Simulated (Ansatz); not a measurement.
WO₃:
```
CELL_PARAMETERS angstrom
      7.38932     0.00000     0.00000
     -3.69466     6.39934     0.00000
      0.00000     0.00000     3.79952
ATOMIC_POSITIONS crystal
  W  0.50000 0.50000 0.00000
  W  0.00000 0.50000 0.00000
  W  0.50000 0.00000 0.00000
  O  0.21456 0.42912 0.00000
  O  0.78544 0.57088 0.00000
  O  0.78544 0.21456 0.00000
  O  0.21456 0.78544 0.00000
  O  0.57088 0.78544 0.00000
  O  0.42912 0.21456 0.00000
  O  0.00000 0.50000 0.50000
  O  0.50000 0.00000 0.50000
  O  0.50000 0.50000 0.50000
```

PBEsol (plane waves, PAW; program Ansatz) gives a gap of 0.61 eV without spin–orbit coupling, maximum at A, minimum at Γ.

Q: What happens when spin–orbit coupling is switched on?

A: The gap drops by 0.06 eV, to 0.55 eV; maximum at A, minimum at Γ.

Q: Give the electron effective mass with spin–orbit coupling.

A: 0.15, 0.34, 0.34 mₑ (principal values).

Space group P6/mmm. The first step of the workflow began from a Materials Project structure, measured or hypothetical; the Crystallography Open Database files this formula in space group No. 191, but the cells were not matched. Whether it is the stable phase at ambient conditions was not checked. The cell was relaxed with PBEsol under the symmetry of its start; its stability against distortions is not shown here. No spin polarisation was allowed. No Hubbard U is applied.

Potentials: the later of the program's two PAW sets.
